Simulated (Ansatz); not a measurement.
## Zone-centre phonons of TiRe at 2 GPa: input and output

Level of theory: DFT LDA, scalar-relativistic, plane waves, PAW (Ansatz).

Launched with:
```bash
ansatz run input.yaml --threads 1 --pin off --max-ram 3072MiB --backend cpu --events-out ev --progress --plain --runs-dir out
```

Input (bare energies are in eV):
```yaml
crystal:
  lattice:
    - [3.053602739, 0.0, 0.0]
    - [0.0, 3.053602739, 0.0]
    - [0.0, 0.0, 3.053602739]
  atoms:
    - { symbol: Ti, position: [0.5, 0.5, 0.5] }
    - { symbol: Re, position: [0.0, 0.0, 0.0] }
basis:
  ecutwfc: 420
kpoints:
  mp_grid: { grid: [14, 14, 14] }
hamiltonian:
  xc: lda
scf:
  occupations: { method: fermi_dirac, width: 0.15 }
output:
  eigenvalues: true
phonons:
  method: dfpt
  eigenvectors: true
```

Results section of the output:
```
--- Phonons (Γ-DFPT): 2 representative perturbations + reference, on 288 of 2744 k-points (Σ response iterations 6) ---
  k mesh reduced under 8 symmetry operations, with k and −k counted as one. Each operation leaves every solved perturbation unchanged. A smaller set is not used because it would not reduce the number of displacements ...
  ASR residual: 1.053e-3 → 0.000e0 eV/Å²; symmetrization residual: 9.599e-6 eV/Å²
  ASR residual per site (eV/Å²): 1.05e-3 3.61e-4
  Γ frequencies (cm⁻¹): 0.00 0.00 0.00 281.06 281.06 281.06
  non-analytic LO–TO correction: not included (Born effective charges unavailable; polar crystals: no LO–TO splitting at Γ)
```

The run took 33 s on 1 thread of Arm Neoverse V2, with other jobs on the host, peak memory 0.74 GiB.

In a metal, frequencies and elastic constants depend on the k mesh and the smearing, soft modes and shear constants most. Spin–orbit coupling is left out, which can shift energies with elements as heavy as these.